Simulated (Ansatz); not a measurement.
AlFe (CsCl type)

```xyz
2
Lattice="2.8454 0.0000 0.0000 0.0000 2.8454 0.0000 0.0000 0.0000 2.8454" Properties=species:S:1:pos:R:3 pbc="T T T"
Al     0.0000     0.0000     0.0000
Fe     1.4227     1.4227     1.4227
```

The slice is a {100} plane (indices of the conventional cell) through the point (0.500, 0.500, 0.500) (fractional), spanned by u = [100] and v = [010] in vectors of this cell: u (2.85 Å) and v (2.85 Å, at 90° to u). It covers one period; positions are fractions (u, v).

These are PBEsol (plane waves to 420 eV, PAW, scalar-relativistic; Ansatz, a quantum-chemistry and plane-wave program) values and carry that method's errors. k mesh 16×16×16. Inside the PAW spheres the values are not all-electron values, and peaks at nuclei hang on which shells count as valence. AlFe was relaxed with its symmetry unable to fall. Relaxed AlFe ends ferromagnetic. Other magnetic orders were not checked, so this need not be the ground state.

Problem. Predict the map of the valence electron density on the slice.

Solution. 
```
|9998765321100000001123567899|
|9988765321100000001123567889|
|8887654321000000000123456788|
|7776653211000000000112356677|
|6665543211000000000112345566|
|5554332110000000000011233455|
|4333221100000000000001122333|
|2222111000000000000000111222|
|1111110000000000000000011111|
|1110000000000000000000000011|
|0000000000000000000000000000|
|0000000000000000000000000000|
|0000000000000000000000000000|
|0000000000000000000000000000|
|0000000000000000000000000000|
|0000000000000000000000000000|
|0000000000000000000000000000|
|1110000000000000000000000011|
|1111110000000000000000011111|
|2222111000000000000000111222|
|4333221100000000000001122333|
|5554332110000000000011233455|
|6665543211000000000112345566|
|7776653211000000000112356677|
|8887654321000000000123456788|
|9988765321100000001123567889|
|9998765321100000001123567899|
|9998765421100000001124567899|
```
Scale: ten equal steps from -0.63 (start of '0') to 1.55 (end of '9'), in the order '0123456789'. Values: log₁₀ of the valence density in e/Å³. The map has 28 points along u (one character each, u = 0 at the left) and 28 along v (v = 0 in the bottom row). The scale is logarithmic, as a density can span decades between atoms and voids.
